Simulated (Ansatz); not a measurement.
An Ansatz input:

```yaml
crystal:
  lattice:
    - [4.7835764818, 0.0, 0.0]
    - [-2.3917882409, 4.1426987542, 0.0]
    - [0.0, 0.0, 2.8010334519]
  atoms:
    - { symbol: Li, position: [0.0, 0.0, 0.0] }
    - { symbol: Li, position: [0.3333333333, 0.6666666667, 0.5] }
    - { symbol: Li, position: [0.6666666667, 0.3333333333, 0.5] }
hamiltonian:
  xc: r2scan
  pseudopotentials:
    kind: paw
    azcp:
      Li: "pseudopotentials/Li.paw.azcp"
basis:
  ecutwfc: 500
  fft_grid_basis: typed
kpoints:
  mp_grid: { grid: [8, 8, 12], shift: [0, 0, 0] }
magnetization:
  spin_polarized: false
scf:
  occupations: { method: fermi_dirac, width: 0.1 }
  lower_state_search: "off"
output:
  stress: true
```

Output

```
Engine: ansatz 0.2.0, x86_64-unknown-linux-gnu
Pseudopotentials: kind: paw
Pseudopotential: Li, paw, valence charge 3, recommended cutoff 500 eV (meta_gga) 
Functional definition: r2SCAN
  parameter k0 = 0.174
  parameter k1 = 0.065
  parameter a1 = 4.9479
  exchange = r2scan_x(k0 = k0, k1 = k1, a1 = a1)
  correlation = r2scan_c
Crystal: 3 atoms, lattice volume = 55.508 Å³
Basis set: ecut = 500 eV, 1409 PW (Γ), exchange–correlation on 144×144×96 points (64 copies of the dense FFT grid, shifted against one another)
Bands: 9, of which v1, the nominal top of the filled ones, is band 5 counted from 1 (4 counted from 0)
Symmetry: 24 space group operations
Space group: P6/mmm (ITA 191), of the structure as read, at distance tolerance 3.8e-5 Å
k-points: 70 of 768
Non-local potential: Li, projectors of the file, l = 0: 3, l = 1: 2, l = 2: 1
PAW form: soft (Blöchl's): semilocal exchange-correlation on the pseudo side does not see the compensation charge
PAW one-centre angular grid: Li, 302 points (default); XC on 327 of its mesh's 2665 points in the sphere
Initial density: superposition of atomic densities (neutral atoms: chi_scale 0, normalization atom), corrected by the library's trained network
Initial wavefunctions: pseudopotential atomic-orbital guess
Functional: x = r2scan, c = r2scan; τ floored in thin density (d = 2e-4 eV/Å³)
SCF iter   1: F=-615.340582 eV  HF=-615.343188 eV  |F-HF|=2.61e-3  |Δ(HF+E_count)|=         —  Δρ=2.59e-3  dr2=2.31e-3  dr2_τ=1.52e-3  ethr=1.77e-3  ⟨swp⟩=4.1  Hψ=3705  notcnv=0
SCF iter   2: F=-615.341435 eV  HF=-615.341556 eV  |F-HF|=1.22e-4  |Δ(HF+E_count)|=   1.63e-3  Δρ=1.45e-3  dr2=9.84e-4  dr2_τ=2.25e-5  ethr=2.56e-5  ⟨swp⟩=2.0  Hψ=1818  notcnv=0  defer=2
SCF iter   3: F=-615.341557 eV  HF=-615.341549 eV  |F-HF|=8.11e-6  |Δ(HF+E_count)|=   7.67e-6  Δρ=1.03e-4  dr2=6.88e-6  dr2_τ=9.10e-7  ethr=1.09e-5  ⟨swp⟩=2.5  Hψ=946  notcnv=0  defer=2
SCF iter   4: F=-615.341558 eV  HF=-615.341558 eV  |F-HF|=1.60e-7  |Δ(HF+E_count)|=   9.28e-6  Δρ=2.72e-5  dr2=2.43e-7  dr2_τ=1.60e-8  ethr=7.65e-8  ⟨swp⟩=2.0  Hψ=940  notcnv=0  defer=2
iter 5 did not close the SCF: its close was put off for the readings that it lacked (scf_convergence_deferred on its scf_iter line)
SCF iter   5: F=-615.341558 eV  HF=-615.341558 eV  |F-HF|=5.51e-10  |Δ(HF+E_count)|=   1.74e-7  Δρ=1.52e-6  dr2=1.09e-9  dr2_τ=5.03e-11  ethr=2.71e-9  ⟨swp⟩=2.0  Hψ=794  notcnv=0  defer=2
SCF iter   6: F=-615.341558 eV  HF=-615.341558 eV  |F-HF|=2.39e-12  |Δ(HF+E_count)|=  7.04e-10  Δρ=1.38e-7  dr2=2.50e-11  dr2_τ=1.03e-12  ethr=1.21e-11  ⟨swp⟩=1.2  Hψ=1753  notcnv=0
SCF 1 converged in 6 iterations: F = -615.341558 eV  dr2 = 2.50e-11
SCF converged after 6 iterations
Free energy (F): -615.341558 eV
Harris-Foulkes:  -615.341558 eV  (|F-HF|=2.39e-12)
Internal energy: -615.298488 eV  (E = F + TS)
E sigma→0 (E₀):  -615.320023 eV
Entropy (-TS):   -0.043070 eV (-14.357 meV/atom)
Fermi energy:    1.369676 eV
--- Per-component energies (eV) ---
  E_band       = -279.990838
  E_kinetic    = 64.737553
  E_local      = -388.759671  (includes V_loc(G=0)·N_el)
  E_nonlocal   = -99.806796
  E_hartree    = 115.334765
  E_xc         = -29.365610
  E_vxc        = -41.806108  (∫ρ·V_xc dr)
  E_paw        = -65.487617  (= ΣΔE_a)
  E_vpaw       = -47.508354  (= ΣTr[D̂ρ^β])
  E_aug_tail   = -0.000307  (compensation charges beyond the density's cutoff)
  E_vtau       = 2.483306  (kinetic-family band-sum trace: ∫τ·v_τ [+ j·A + Jᵃ·Aᵃ] dr)
  E_ewald      = -211.950807
  E_smearing   = -0.043070  (= −TS)
  E_closure    = 0.000000  (closes the sum)
  Σ components = -615.341558   (vs F -615.341558, Δ=0.00e0)
--- Stress (GPa, compression-positive) ---
        2.020267       0.000000       0.000000
        0.000000       2.020267       0.000000
        0.000000       0.000000       2.100423
  P = ⅓ Tr σ = 2.0470 GPa (20.470 kbar)
```

Command:

```sh
ansatz run input.yaml --threads 1 --pin off --max-ram 3584MiB --backend cpu --events-out ev --progress --plain --runs-dir out
```

On 1 thread of Intel(R) Xeon(R) Platinum 8259CL CPU @ 2.50GHz (Skylake/Cascade Lake) (shared host) this took about 5.5 s of wall time and 5.4 s of CPU time.
